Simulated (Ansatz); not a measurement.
Sr:
```xyz
1
Lattice="-2.2857 2.2857 2.2857 2.2857 -2.2857 2.2857 2.2857 2.2857 -2.2857" Properties=species:S:1:pos:R:3 pbc="T T T"
Sr     0.0000     0.0000     0.0000
```

Relaxed with LDA. Special points in fractions of this cell's reciprocal vectors: Γ (0.000, 0.000, 0.000); H (0.500, -0.500, 0.500); N (0.000, 0.000, 0.500); P (0.250, 0.250, 0.250).

### Question
List the band energies nearest the Fermi level at these points for DFT-LDA in the program Ansatz with PAW potentials.

### Answer
In eV from the Fermi level; about four levels below and three above (degenerate sets whole), none deeper than 8.9 eV; points with the same levels are listed once.

| k | below | above |
|---|---|---|
| Γ | -3.81 | 2.50 2.50 2.50 |
| H | -0.29 -0.29 | 4.24 4.24 4.24 |
| N | -1.09 | 0.56 1.19 3.87 |
| P | – | 0.44 0.44 0.44 |

Space group Im-3m (bcc (W type)). This is a known high-temperature phase of the composition, computed here at zero pressure and temperature. The LDA relaxation kept the symmetry of its start; whether a distortion lowers the energy is not shown. The volume lies over 15 % below that of the usual cell of this phase: another minimum, or an error of the functional. Scalar-relativistic: spin–orbit coupling is off unless named, which matters more the heavier the elements.

Potentials: the later of the program's two PAW sets.
